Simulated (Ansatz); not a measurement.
Crystals of one structure type (zinc blende) and one family of elements, relaxed and computed with PBE in the plane-wave PAW code Ansatz.

| crystal | K_Hill (GPa) | G_Hill (GPa) |
|---|---|---|
| InP | 59.6 | 31.3 |
| GaAs | 61.2 | 40.7 |
| AlAs | 67.3 | ? |
| GaP | 76.8 | 51.3 |
| AlP | 82.7 | 47.0 |
| BP | 162 | 162 |
| BN | 371 | 381 |

**Question.** Fit a straight line to ln G against ln K and predict the withheld value.

**Answer.** Least squares on the 6 shown rows: ln G = 1.35 × ln K + (-1.963), with a scatter of 12 %. For AlAs this gives 41.2. The run itself gave 39.9, within the scatter.

All cells were relaxed under the symmetry of their starts (and spin orders); stability against distortions was not tested throughout. Spin–orbit coupling is left out wherever it is not named.

Potentials: the later of the program's two PAW sets.
